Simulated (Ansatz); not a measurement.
**Where the states of MgTl lie**

```cif
data_structure
_symmetry_space_group_name_H-M 'P 1'
_symmetry_Int_Tables_number 1
_cell_length_a 3.6350
_cell_length_b 3.6350
_cell_length_c 3.6350
_cell_angle_alpha 90.000
_cell_angle_beta 90.000
_cell_angle_gamma 90.000
_cell_volume 48.03
loop_
_atom_site_label
_atom_site_type_symbol
_atom_site_fract_x
_atom_site_fract_y
_atom_site_fract_z
_atom_site_occupancy
Mg1 Mg 0.00000 0.00000 0.00000 1
Tl1 Tl 0.50000 0.50000 0.50000 1
```

The runs use the primitive cell with vectors (3.635, 0.000, 0.000), (0.000, 3.635, 0.000), (0.000, 0.000, 3.635) Å, to which the k mesh refers.

The cell is COD entry 1523145, as deposited and not checked against the literature; nothing was relaxed. It is an old determination, and later ones may differ.

No spin–orbit coupling, which matters for the heavy atoms here.

Computed with DFT, LDA, all-electron LAPW, scalar-relativistic (Ansatz 0.2.0).

Numerical set-up: a Γ-centred 9×9×9 k mesh, Fermi–Dirac smearing of 0.05 eV, basis error target 0.5 meV/atom, no spin polarisation.

States per eV and cell, averaged over 0.4 eV, from -5.8 to 2.0 eV, with energies (bin centres) from the Fermi level; empty bins are left out. 

```json
{"E (eV)": "-5.7", "total": "0.38"}
{"E (eV)": "-5.3", "total": "0.20"}
{"E (eV)": "-4.9", "total": "0.12"}
{"E (eV)": "-4.5", "total": "0.22"}
{"E (eV)": "-4.1", "total": "0.31"}
{"E (eV)": "-3.7", "total": "0.40"}
{"E (eV)": "-3.3", "total": "0.55"}
{"E (eV)": "-2.9", "total": "0.72"}
{"E (eV)": "-2.5", "total": "0.92"}
{"E (eV)": "-2.1", "total": "0.83"}
{"E (eV)": "-1.7", "total": "0.76"}
{"E (eV)": "-1.3", "total": "0.81"}
{"E (eV)": "-0.9", "total": "0.77"}
{"E (eV)": "-0.5", "total": "0.76"}
{"E (eV)": "-0.1", "total": "0.73"}
{"E (eV)": "0.3", "total": "0.78"}
{"E (eV)": "0.7", "total": "0.93"}
{"E (eV)": "1.1", "total": "0.91"}
{"E (eV)": "1.5", "total": "1.03"}
{"E (eV)": "1.9", "total": "0.96"}
```
